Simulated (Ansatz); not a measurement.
Data:

BaSn:
```yaml
crystal:
  lattice:
    - [2.68685, -6.31832, 0.00000]
    - [2.68685, 6.31832, 0.00000]
    - [0.00000, 0.00000, 4.70649]
  atoms:
    - { symbol: Ba, position: [0.13444, 0.86556, 0.75000] }
    - { symbol: Ba, position: [0.86556, 0.13444, 0.25000] }
    - { symbol: Sn, position: [0.42734, 0.57266, 0.75000] }
    - { symbol: Sn, position: [0.57266, 0.42734, 0.25000] }
```

This is the r²SCAN-relaxed structure.

Question: All from r²SCAN (plane waves, PAW; program Ansatz), unless another level is named. Predict the density of states at the Fermi level.

Answer: 0.25 states/eV per atom (mean over ±0.08 eV).

Question: Give the formation energy from the elements (no fitted shifts).

Answer: -0.85 eV/atom.

Space group Cmcm. The workflow started from a Materials Project entry (that database holds measured and hypothetical structures alike); the Crystallography Open Database files this formula in space group No. 63, but the cells were not matched. Its standing as an ambient phase is unchecked. The r²SCAN relaxation kept the symmetry of its start; whether a distortion lowers the energy is not shown. The references are the lowest solids computed at this level, not always the standard phases. Scalar-relativistic: spin–orbit coupling is off unless named, which matters more the heavier the elements.

Potentials: the later of the program's two PAW sets.
